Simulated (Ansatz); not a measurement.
GaSb (zinc blende)

```xyz
2
Lattice="0.0000 3.0662 3.0662 3.0662 0.0000 3.0662 3.0662 3.0662 0.0000" Properties=species:S:1:pos:R:3 pbc="T T T"
Sb     1.5331     1.5331     1.5331
Ga     0.0000     0.0000     0.0000
```

The volume is varied about the relaxed value V₀ at fixed cell shape. Symmetry pins the atoms to their sites.

Calculation: r2SCAN (plane waves to 500 eV, PAW, scalar-relativistic; Ansatz, a quantum-chemistry and plane-wave program). k mesh 14×14×14 (Γ-centred), Fermi-Dirac smearing 0.05 eV. Energies are smeared free energies. Stress and pressure are positive under compression. GaSb was relaxed with its symmetry unable to fall. Spin-orbit coupling is left out, though Sb is heavy. The zero of ΔE is the relaxed starting cell.

```json
[
 {"V (Å³/atom)": "24.215", "ΔE (meV/atom)": "170.9"},
 {"V (Å³/atom)": "25.138", "ΔE (meV/atom)": "102.0"},
 {"V (Å³/atom)": "26.060", "ΔE (meV/atom)": "53.7"},
 {"V (Å³/atom)": "26.983", "ΔE (meV/atom)": "22.4"},
 {"V (Å³/atom)": "27.905", "ΔE (meV/atom)": "5.3"},
 {"V (Å³/atom)": "28.828", "ΔE (meV/atom)": "0.0"},
 {"V (Å³/atom)": "29.750", "ΔE (meV/atom)": "4.6"},
 {"V (Å³/atom)": "30.673", "ΔE (meV/atom)": "17.3"},
 {"V (Å³/atom)": "31.595", "ΔE (meV/atom)": "36.8"},
 {"V (Å³/atom)": "32.518", "ΔE (meV/atom)": "withheld"},
 {"V (Å³/atom)": "33.440", "ΔE (meV/atom)": "91.9"}
]
```

Fit a third-order Birch-Murnaghan form (E₀, V₀, B₀, B₀′ free) to the given rows and predict ΔE at V = 32.518.

Least squares on the 10 given rows: ΔE = E₀ + (9V₀B₀/16)·y²·[2 + (B₀′ − 4)y], y = (V₀/V)^(2/3) − 1, with V₀ = 28.836 Å³/atom, B₀ = 53.06 GPa (160.2 GPa = 1 eV/Å³; the term in eV is multiplied by 1000), B₀′ = 4.70, E₀ = 0.04 meV/atom; root-mean-square residual 0.03 meV/atom. At 32.518 the fit gives 62.0 meV/atom; the calculation gives 62.0 meV/atom, the same to the digits shown. For the pressure the fit gives -4.8 GPa against the computed -4.8 GPa.

(A scan under strain: stresses follow from slopes of the energy per volume, elastic moduli from its curvatures.)
